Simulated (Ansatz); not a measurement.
An Ansatz (a quantum-chemistry and plane-wave program) input:

Ansatz 0.2 input:
```yaml
crystal:
  lattice:
    - [2.3054451525, 4.5740911637, 0.0]
    - [-2.3054451525, 4.5740911637, 0.0]
    - [-1.5535286846, 0.0, 3.2448974535]
  atoms:
    - { symbol: C, position: [0.7848314614, 0.8238809224, 0.4484953598] }
    - { symbol: C, position: [0.2151685386, 0.1761190776, 0.5515046402] }
    - { symbol: C, position: [0.8238809224, 0.7848314614, 0.0515046402] }
    - { symbol: C, position: [0.1761190776, 0.2151685386, 0.9484953598] }
    - { symbol: C, position: [0.0933728646, 0.5692426776, 0.8786905168] }
    - { symbol: C, position: [0.9066271354, 0.4307573224, 0.1213094832] }
    - { symbol: C, position: [0.5692426776, 0.0933728646, 0.6213094832] }
    - { symbol: C, position: [0.4307573224, 0.9066271354, 0.3786905168] }
kpoints:
  mp_grid: { grid: [6, 6, 7] }
basis: { xc_grid: 2 }
hamiltonian:
  xc: pbesol
  pseudopotentials: { azcp: { folder: ./paw }, kind: paw }
scf:
  occupations: { method: fixed }
output:
  optics: { e_range: [0.0, 15.0], de: 0.05, sigma: 0.1, bands: { spectra_wanted_up_to: 12 eV } }
```

How many symmetry operations and irreducible k-points will the run report?

4 operations, 76 of 252 k-points.

With a cutoff of 420 eV, how many plane waves at Γ?

1341.

It took roughly 100 core-seconds on shared server cores.

Space group C2/c. The start of the workflow was typed in or built on a structure type; neither database checked (COD, Materials Project) lists it. It is not the phase usual at ambient conditions (space group No. 194, 227). The PBEsol relaxation kept the symmetry of its start. At this level the phase is mechanically unstable. The volume moved by 100 % from the start of the relaxation.

Potentials: the earlier of the program's two PAW sets. The files were generated under PBE; for other functionals the program regenerates the frozen cores, and for LDA and PBEsol the local potential too.

Ansatz is a plane-wave DFT program.
